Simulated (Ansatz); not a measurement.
CsCl-type SrOs

Computed with Ansatz (plane waves, PAW, 500 eV cutoff): r²SCAN, scalar-relativistic, no spin polarisation, 10×10×10 k-mesh, Gaussian smearing of 0.05 eV; PAW files: Ansatz's generated set soft_2.

```xyz
2
Lattice="3.5848 0.0000 0.0000 0.0000 3.5848 0.0000 0.0000 0.0000 3.5848" Properties=species:S:1:pos:R:3 pbc="T T T"
Sr    0.0000    0.0000    0.0000
Os    1.7924    1.7924    1.7924
```

The structure was built from a prototype; whether the compound forms in it isn't claimed.

Cell and atoms are those of this level's equilibrium.

The cell has space group Pm-3m (read at 0.01 Å). In it the stress is 0.00, 0.00, 0.00, 0.00, 0.00, 0.00 GPa and the largest force component 0.000 eV/Å. Each change below starts from this cell, without further relaxation. Stress is in GPa, positive in compression, in the order xx, yy, zz, yz, xz, xy; energies are counted from the cell above and are free energies with the smearing's entropy, which match forces and stress in a metal.

Problem. What happens when atom 2 (Os) is moved by 0.12 Å along y?

Solution. The energy changes by 37.1 meV per cell, and the force on it along the shift is -0.614 eV/Å (−F/u = 5.12 eV/Å²). Stress: 0.44, -0.12, 0.44, 0.00, 0.00, 0.00.
```
atom  Fx (eV/Å)      Fy     Fz
 Sr1      0.000   0.614  0.000
 Os2      0.000  -0.614  0.000
```
In a harmonic crystal the energy would rise by −½F·u = ½ × 5.12 × 0.12² eV = 36.8 meV, which matches.

Problem. What stress follows from an engineering strain of 3 % in yy, atoms carried along?

Solution. -2.06, -1.65, -2.06, 0.00, 0.00, 0.00 GPa; the energy changes by 7.3 meV per cell.
The stress across the strain changes more than along it (C12 over C11 with clamped atoms), which a stable cubic crystal can't show: the cell is unstable or the mesh too coarse.
The change of the stress over the strain gives a clamped-atom stiffness of about 55 GPa for this component, a secant value that lies under the elastic constant in tension and over it in compression, by several per cent for each per cent of strain.
In a harmonic crystal the energy would rise by V(½Cε² − σ₀ε), with σ₀ the stress of the unstrained cell, = 7.1 meV, which matches.

Problem. All atoms and the cell are disturbed at random:
```
CELL_PARAMETERS angstrom
3.59869 -0.02066 -0.01920
-0.02066 3.55570 -0.00046
-0.01920 -0.00046 3.58553
ATOMIC_POSITIONS crystal
Sr 0.99540 0.01171 0.99143
Os 0.50460 0.48829 0.50857
```
Give the energy change, the stress and the forces.

Solution. 32.2 meV per cell; stress 0.70, 0.29, 0.52, -0.11, 0.52, 0.43 GPa.
| atom | Fx (eV/Å) | Fy | Fz |
| --- | --- | --- | --- |
| Sr1 | 0.174 | -0.424 | 0.328 |
| Os2 | -0.174 | 0.424 | -0.328 |

For elements this heavy, spin–orbit coupling would shift levels and gaps; it isn't included here.
